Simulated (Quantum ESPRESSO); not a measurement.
# Ti3Ag3CuPt: one run as intended and one with a planted mistake

Simulated, not a measurement. The program is pw.x of Quantum ESPRESSO 7.5 (plane-wave density functional theory). The cell is made up: eight metal atoms on a face-centred cubic lattice, with elements, volume, strain and displacements drawn at random and not relaxed, so it may be unstable or far from any real phase. PseudoDojo standard norm-conserving files set the functional (PBE unless stated); there is no spin polarisation or spin-orbit coupling, the Fermi-Dirac width of 0.25 eV means electrons at about 2900 K, and the masses in the input are unused placeholders. The copper pseudopotential is less sure than most, with forces differing by about three percent and pressure by about two GPa from a second method on plain copper. Heavy elements are run without spin-orbit coupling, which real alloys of them have. A spin test at this wide smearing found no moment, but such smearing suppresses magnetism that the real alloy may have.

Intended input:

```
&control calculation='scf', pseudo_dir='./dojo.nc.sr.pbe.v0_5.standard.upf', outdir='./o', disk_io='minimal', tprnfor=.true., tstress=.true. /
&system ibrav=0, nat=8, ntyp=4, nbnd=78, ecutwfc=92.02030273, nosym=.true., tot_charge=0,
 occupations='smearing', smearing='fd', degauss=0.0183746611
/
&electrons conv_thr=1.470e-08, electron_maxstep=70, mixing_beta=0.5 /
ATOMIC_SPECIES
Ag 1.0 Ag.upf
Cu 1.0 Cu.upf
Pt 1.0 Pt.upf
Ti 1.0 Ti.upf
CELL_PARAMETERS angstrom
0.0275 1.9917 1.998
-0.0509 4.0278 -4.0405
-7.9089 -2.018 1.9144
ATOMIC_POSITIONS angstrom
Ti -0.0447 -0.0592 -0.0474
Ti -3.9693 0.1023 -0.0558
Ag 0.0626 2.0057 -1.856
Ag -4.1749 2.0022 -2.196
Ag -5.8959 0.0032 1.962
Cu -1.9987 1.972 -0.1071
Ti -5.8599 2.0613 -0.1048
Pt -2.0108 4.1228 -1.9542
K_POINTS automatic
8 4 3 1 1 1
```

The log is shortened where brackets say so; the opening notice, blank lines, dates and the lines on written files are dropped, and the path of the files is cut. It prints rydbergs, bohrs and kilobars, and counts compression as positive stress. Its total energy is the free energy E - TS of the whole cell.

Log of the intended run:

```
     Program PWSCF v.7.5
     Parallel version (MPI & OpenMP), running on       4 processor cores
     Number of MPI processes:                 4
     Threads/MPI process:                     1
     [start-up lines left out]
     bravais-lattice index     =            0
     lattice parameter (alat)  =       5.3314  a.u.
     unit-cell volume          =     861.6337 (a.u.)^3
     number of atoms/cell      =            8
     number of atomic types    =            4
     number of electrons       =       130.00
     number of Kohn-Sham states=           78
     kinetic-energy cutoff     =      92.0203  Ry
     charge density cutoff     =     368.0812  Ry
     scf convergence threshold =      1.5E-08
     mixing beta               =       0.5000
     number of iterations used =            8  plain     mixing
     Exchange-correlation= PBE
                           (   1   4   3   4   0   0   0)
     [axes and pseudopotential details left out]
   Cartesian axes
     site n.     atom                  positions (alat units)
         1        Ti     tau(   1) = (  -0.0158439  -0.0209834  -0.0168009  )
         2        Ti     tau(   2) = (  -1.4069139   0.0362601  -0.0197782  )
         3        Ag     tau(   3) = (   0.0221885   0.7109181  -0.6578571  )
         4        Ag     tau(   4) = (  -1.4797885   0.7096775  -0.7783697  )
         5        Ag     tau(   5) = (  -2.0897950   0.0011342   0.6954287  )
         6        Cu     tau(   6) = (  -0.7084369   0.6989732  -0.0379615  )
         7        Ti     tau(   7) = (  -2.0770349   0.7306254  -0.0371462  )
         8        Pt     tau(   8) = (  -0.7127258   1.4613218  -0.6926640  )
     number of k points=    48  Fermi-Dirac smearing, width (Ry)=  0.0184
                       cart. coord. in units 2pi/alat
        k(    1) = (  -0.0815530   0.0880922   0.0015613), wk =   0.0416667
        k(    2) = (   0.1555409   0.0879535  -0.0015637), wk =   0.0416667
     [further k points left out]
     Dense  grid:   102753 G-vectors     FFT dimensions: (  36,  72, 100)
     Estimated max dynamical RAM per process >     376.85 MB
     Estimated total dynamical RAM >       1.40 GB
     Initial potential from superposition of free atoms
     starting charge     129.9934, renormalised to     130.0000
     Starting wfcs are   80 randomized atomic wfcs
     total cpu time spent up to now is        5.2 secs
     per-process dynamical memory:   292.0 Mb
     Self-consistent Calculation
     iteration #  1     ecut=    92.02 Ry     beta= 0.50
     Davidson diagonalization with overlap
     ethr =  1.00E-02,  avg # of iterations =  4.4
     total cpu time spent up to now is       17.6 secs
     total energy              =   -1911.00403997 Ry
     estimated scf accuracy    <      22.89217751 Ry
     iteration #  2     ecut=    92.02 Ry     beta= 0.50
     Davidson diagonalization with overlap
     ethr =  1.00E-02,  avg # of iterations =  5.0
     total cpu time spent up to now is       32.0 secs
     total energy              =   -1914.54278265 Ry
     estimated scf accuracy    <     163.58871239 Ry
     [iterations 3 to 20 left out]
     iteration # 21     ecut=    92.02 Ry     beta= 0.50
     Davidson diagonalization with overlap
     ethr =  7.64E-11,  avg # of iterations =  3.6
     total cpu time spent up to now is      232.6 secs
     total energy              =   -1926.68737198 Ry
     estimated scf accuracy    <       0.00000013 Ry
     iteration # 22     ecut=    92.02 Ry     beta= 0.50
     Davidson diagonalization with overlap
     ethr =  7.64E-11,  avg # of iterations =  1.4
     total cpu time spent up to now is      241.7 secs
     End of self-consistent calculation
     [lines on levels left out]
!    total energy              =   -1926.68737199 Ry
     estimated scf accuracy    <          1.4E-09 Ry
     smearing contrib. (-TS)   =      -0.11104270 Ry
     internal energy E=F+TS    =   -1926.57632929 Ry
     The total energy is F=E-TS. E is the sum of the following terms:
     one-electron contribution =    -819.62616297 Ry
     hartree contribution      =     476.14591649 Ry
     xc contribution           =    -285.59286805 Ry
     ewald contribution        =   -1297.50321475 Ry
     convergence has been achieved in  22 iterations
     Forces acting on atoms (cartesian axes, Ry/au):
     atom    1 type  4   force =    -0.04630784   -0.01213949    0.02771162
     atom    2 type  4   force =     0.05624621   -0.01510747    0.00730207
     atom    3 type  1   force =    -0.03373156    0.01876723   -0.02384219
     atom    4 type  1   force =     0.08774603    0.00019982    0.02653800
     atom    5 type  1   force =    -0.02502951    0.01304158   -0.02374599
     atom    6 type  2   force =    -0.00595637    0.01394519    0.00304520
     atom    7 type  4   force =    -0.04413472   -0.02854040    0.01947639
     atom    8 type  3   force =     0.01116776    0.00983353   -0.03648510
     Total force =     0.152516     Total SCF correction =     0.000339
     Computing stress (Cartesian axis) and pressure
          total   stress  (Ry/bohr**3)                   (kbar)     P=       60.87
   0.00035593   0.00003659  -0.00009107           52.36        5.38      -13.40
   0.00003659   0.00043613   0.00003416            5.38       64.16        5.02
  -0.00009107   0.00003416   0.00044937          -13.40        5.02       66.10
     init_run     :      4.97s CPU      5.13s WALL (       1 calls)
     electrons    :    231.55s CPU    236.51s WALL (       1 calls)
     forces       :      1.73s CPU      1.75s WALL (       1 calls)
     stress       :      6.04s CPU      6.04s WALL (       1 calls)
     [timing details left out]
     PWSCF        :   4m 4.37s CPU   4m 9.56s WALL
     JOB DONE.
```

A second run has one planted mistake: two atoms have their elements exchanged. The input lines that differ:

```
- Ag -4.1749 2.0022 -2.196
+ Cu -4.1749 2.0022 -2.196
- Cu -1.9987 1.972 -0.1071
+ Ag -1.9987 1.972 -0.1071
```

Its log:

```
     Program PWSCF v.7.5
     Parallel version (MPI & OpenMP), running on       4 processor cores
     Number of MPI processes:                 4
     Threads/MPI process:                     1
     [start-up lines left out]
     bravais-lattice index     =            0
     lattice parameter (alat)  =       5.3314  a.u.
     unit-cell volume          =     861.6337 (a.u.)^3
     number of atoms/cell      =            8
     number of atomic types    =            4
     number of electrons       =       130.00
     number of Kohn-Sham states=           78
     kinetic-energy cutoff     =      92.0203  Ry
     charge density cutoff     =     368.0812  Ry
     scf convergence threshold =      1.5E-08
     mixing beta               =       0.5000
     number of iterations used =            8  plain     mixing
     Exchange-correlation= PBE
                           (   1   4   3   4   0   0   0)
     [axes and pseudopotential details left out]
   Cartesian axes
     site n.     atom                  positions (alat units)
         1        Ti     tau(   1) = (  -0.0158439  -0.0209834  -0.0168009  )
         2        Ti     tau(   2) = (  -1.4069139   0.0362601  -0.0197782  )
         3        Ag     tau(   3) = (   0.0221885   0.7109181  -0.6578571  )
         4        Cu     tau(   4) = (  -1.4797885   0.7096775  -0.7783697  )
         5        Ag     tau(   5) = (  -2.0897950   0.0011342   0.6954287  )
         6        Ag     tau(   6) = (  -0.7084369   0.6989732  -0.0379615  )
         7        Ti     tau(   7) = (  -2.0770349   0.7306254  -0.0371462  )
         8        Pt     tau(   8) = (  -0.7127258   1.4613218  -0.6926640  )
     number of k points=    48  Fermi-Dirac smearing, width (Ry)=  0.0184
                       cart. coord. in units 2pi/alat
        k(    1) = (  -0.0815530   0.0880922   0.0015613), wk =   0.0416667
        k(    2) = (   0.1555409   0.0879535  -0.0015637), wk =   0.0416667
     [further k points left out]
     Dense  grid:   102753 G-vectors     FFT dimensions: (  36,  72, 100)
     Estimated max dynamical RAM per process >     376.85 MB
     Estimated total dynamical RAM >       1.40 GB
     Initial potential from superposition of free atoms
     starting charge     129.9934, renormalised to     130.0000
     Starting wfcs are   80 randomized atomic wfcs
     total cpu time spent up to now is        5.3 secs
     per-process dynamical memory:   283.2 Mb
     Self-consistent Calculation
     iteration #  1     ecut=    92.02 Ry     beta= 0.50
     Davidson diagonalization with overlap
     ethr =  1.00E-02,  avg # of iterations =  4.5
     total cpu time spent up to now is       17.7 secs
     total energy              =   -1915.07912889 Ry
     estimated scf accuracy    <      17.32565686 Ry
     iteration #  2     ecut=    92.02 Ry     beta= 0.50
     Davidson diagonalization with overlap
     ethr =  1.00E-02,  avg # of iterations =  4.3
     total cpu time spent up to now is       31.5 secs
     total energy              =   -1922.89144349 Ry
     estimated scf accuracy    <      72.00978885 Ry
     [iterations 3 to 19 left out]
     iteration # 20     ecut=    92.02 Ry     beta= 0.50
     Davidson diagonalization with overlap
     ethr =  6.04E-11,  avg # of iterations =  2.1
     total cpu time spent up to now is      214.5 secs
     total energy              =   -1926.71036890 Ry
     estimated scf accuracy    <       0.00000004 Ry
     iteration # 21     ecut=    92.02 Ry     beta= 0.50
     Davidson diagonalization with overlap
     ethr =  3.03E-11,  avg # of iterations =  2.1
     total cpu time spent up to now is      223.9 secs
     End of self-consistent calculation
     [lines on levels left out]
!    total energy              =   -1926.71036890 Ry
     estimated scf accuracy    <          3.6E-09 Ry
     smearing contrib. (-TS)   =      -0.11074197 Ry
     internal energy E=F+TS    =   -1926.59962693 Ry
     The total energy is F=E-TS. E is the sum of the following terms:
     one-electron contribution =    -819.71139991 Ry
     hartree contribution      =     476.17970640 Ry
     xc contribution           =    -285.56471866 Ry
     ewald contribution        =   -1297.50321475 Ry
     convergence has been achieved in  21 iterations
     Forces acting on atoms (cartesian axes, Ry/au):
     atom    1 type  4   force =    -0.02409534   -0.02279441    0.03728787
     atom    2 type  4   force =     0.02831349   -0.02647027    0.01459494
     atom    3 type  1   force =    -0.01050127    0.02553227   -0.03704750
     atom    4 type  2   force =     0.03933841    0.00017834    0.01306709
     atom    5 type  1   force =     0.01238693   -0.00368811   -0.00231624
     atom    6 type  1   force =    -0.02438711    0.02683936   -0.00310741
     atom    7 type  4   force =    -0.00862670   -0.00652998    0.00064347
     atom    8 type  3   force =    -0.01242841    0.00693279   -0.02312223
     Total force =     0.102033     Total SCF correction =     0.000331
     Computing stress (Cartesian axis) and pressure
          total   stress  (Ry/bohr**3)                   (kbar)     P=       49.68
   0.00028842   0.00002459  -0.00009963           42.43        3.62      -14.66
   0.00002459   0.00037251   0.00004512            3.62       54.80        6.64
  -0.00009963   0.00004512   0.00035225          -14.66        6.64       51.82
     init_run     :      5.05s CPU      5.24s WALL (       1 calls)
     electrons    :    213.95s CPU    218.60s WALL (       1 calls)
     forces       :      1.70s CPU      1.70s WALL (       1 calls)
     stress       :      5.99s CPU      5.99s WALL (       1 calls)
     [timing details left out]
     PWSCF        :   3m46.81s CPU   3m51.67s WALL
     JOB DONE.
```

```
                                            intended run  run with the mistake
                          free energy (eV)    -26213.917            -26214.230
         entropy term -TS, part of it (eV)        -1.511                -1.507
                            pressure (GPa)          6.09                  4.97
size of the largest force component (eV/Å)         2.256                 1.011
largest change of a force component (eV/Å)                               1.245
                                iterations            22                    21
```

For scale, a rerun of the intended cell at a higher cutoff and on a denser mesh moved values by no more than 0.002 eV in energy, 0.07 GPa in stress and 0.008 eV/Å in force, and a second program with other atomic files agreed on that cell to 2 % rms in force and 0.5 GPa in pressure.